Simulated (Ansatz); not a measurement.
Data:

Relaxed La2O3 (A-La2O3 type, space group P-3m1):

```xyz
5
Lattice="3.9065 0.0000 0.0000 -1.9532 3.3831 0.0000 0.0000 0.0000 6.0394" Properties=species:S:1:pos:R:3 pbc="T T T"
La     0.0000     2.2554     1.4817
La     1.9532     1.1277     4.5577
O      0.0000     0.0000     0.0000
O      0.0000     2.2554     3.9020
O      1.9532     1.1277     2.1375
```

In this cell atom 5 (O, nearest neighbour La at 2.349 Å; its periodic images, 3.9 Å or more away, move with it) is moved by s along Cartesian [110], unit vector (0.707, 0.707, 0.000); all other atoms and the cell stay fixed.

Computed with PBEsol (plane waves to 420 eV, PAW, scalar-relativistic; Ansatz, a first-principles code). k mesh 8×8×5 (Γ-centred), Fermi-Dirac smearing 0.05 eV. The energy includes the smearing's −TS. Left out: 2 of 11 points, with atoms too close for the PAW data. La2O3 is run without spin polarisation. La2O3 was relaxed with its symmetry unable to fall. The PAW data are Ansatz's earlier set. ΔE is measured from the undisplaced structure.

The scan covers s from -0.470 to 0.282 Å in 9 points.

Problem. Is the energy the same for displacements of ±0.282 Å, and if not, which side lies higher?

Solution. Not even: the positive side lies higher at ±0.282 Å. With its periodic images moving along, the atom's site symmetry in this cell is 3m..

Problem. What force acts on the atom along the line at s = -0.470 Å?

Solution. 3.03 eV/Å.

Problem. What is the force constant k = d²E/ds² of this move at s = 0?

Solution. 7.84 eV/Å².

(For displaced atoms, the force is minus the slope of the energy, and its curvature is a force constant, which sets phonon frequencies.)
